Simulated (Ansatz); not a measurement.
NbN (rock salt), conventional cell a = b = c = 4.421 Å, α = β = γ = 90.00°. The calculation uses the primitive cell of 2 atoms, to which meshes and values per cell refer.

The volume is varied about the relaxed value V₀ at fixed cell shape. Symmetry pins the atoms to their sites.

Computed with PBE (plane waves to 420 eV, PAW, scalar-relativistic; Ansatz, a program for electronic structure). k mesh 18×18×18 (Γ-centred), Fermi-Dirac smearing 0.05 eV. E stands for the smeared free energy. Stress and pressure are positive under compression. NbN is run without spin polarisation. NbN was relaxed with its symmetry unable to fall. This is a high-temperature form of NbN. ΔE is measured from the relaxed starting cell.

Q: Give the computed ΔE (kJ/mol of atoms) and P (GPa) at V/V₀ = 0.920, 1.027, 1.053, 1.133, 1.160.

A: 
```tsv
V/V₀	ΔE (kJ/mol of atoms)	P (GPa)
0.920	7.4	30.8
1.027	0.7	-7.6
1.053	2.6	-14.2
1.133	14.1	-29.1
1.160	19.5	-32.7
```

(A scan under strain: stresses follow from slopes of the energy per volume, elastic moduli from its curvatures.)
